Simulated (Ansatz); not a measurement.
CsHgCl₃ (cubic perovskite)

```yaml
crystal:
  lattice:
    - [5.32511, 0.00000, 0.00000]
    - [0.00000, 5.32511, 0.00000]
    - [0.00000, 0.00000, 5.32511]
  atoms:
    - { symbol: Cs, position: [0.00000, 0.00000, 0.00000] }
    - { symbol: Hg, position: [0.50000, 0.50000, 0.50000] }
    - { symbol: Cl, position: [0.00000, 0.50000, 0.50000] }
    - { symbol: Cl, position: [0.50000, 0.00000, 0.50000] }
    - { symbol: Cl, position: [0.50000, 0.50000, 0.00000] }
```

Grid over V/V₀ and (c/a)/(c/a)₀, subscript 0 meaning the relaxed cell; the conventional c axis lies along z; no internal relaxation.

Calculation: r2SCAN (plane waves to 500 eV, PAW, scalar-relativistic; Ansatz, a quantum-chemistry and plane-wave program). k mesh 9×9×9 (Γ-centred), Fermi-Dirac smearing 0.05 eV. Energies are smeared free energies. With partly filled bands, the response to shear is sensitive to the k mesh, so small differences along c/a are uncertain. At this level the bands of CsHgCl3 touch or barely overlap. CsHgCl3 was relaxed with its symmetry unable to fall. Spin-orbit coupling is left out, though Hg is heavy. The zero of ΔE is the relaxed starting cell.

Problem. What ΔE (meV/atom) does the calculation give at all points of the grid V/V₀ = 0.920, 0.947, 0.973, 1.000, 1.027, 1.053, 1.080 by (c/a)/(c/a)₀ = 0.960, 0.973, 0.987, 1.000, 1.013, 1.027, 1.040?

Solution. ΔE (meV/atom), with V/V₀ across and (c/a)/(c/a)₀ down:

```csv
(c/a)/(c/a)₀ \ V/V₀,0.920,0.947,0.973,1.000,1.027,1.053,1.080
0.960,29,14,6,3,5,11,20
0.973,26,12,4,1,3,9,19
0.987,25,11,3,0,3,9,18
1.000,24,10,2,0,2,8,18
1.013,25,11,3,0,2,9,18
1.027,26,12,4,1,3,9,18
1.040,28,14,6,3,5,11,20
```

(A scan under strain: stresses follow from slopes of the energy per volume, elastic moduli from its curvatures.)
